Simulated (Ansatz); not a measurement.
HfOs (Pm-3m): what a change of settings does

```xyz
2
Lattice="3.2241 0.0000 0.0000 0.0000 3.2241 0.0000 0.0000 0.0000 3.2241" Properties=species:S:1:pos:R:3 pbc="T T T"
Hf    0.0000    0.0000    0.0000
Os    1.6120    1.6120    1.6120
```

Unless marked otherwise, the numbers come from PBEsol, PAW on Ansatz 0.2.0's default frozen-core files (fitted under PBE), scalar-relativistic. k mesh 14×14×14, strains of ±0.003, Fermi-Dirac smearing of 0.080 eV, cutoff 420 eV. The cell was relaxed by PAW under this functional.

With these settings the run gives C11 = 439.7, C44 = 115.3 GPa and B_V = 240.0 GPa (relaxed ions).

(1) The run is repeated in the same cell with kpoints.mp_grid.grid from [14, 14, 14] to [18, 18, 18]. What moves, and by how much?

Results:

(1) C11: -2.32 %; C44: -1.38 %; B_V: -0.4 %.

Caveats: frozen-core PAW files fitted under PBE, their cores solved anew for the functional of the run; responses of metals move with mesh and smearing; no spin-orbit coupling on heavy atoms.
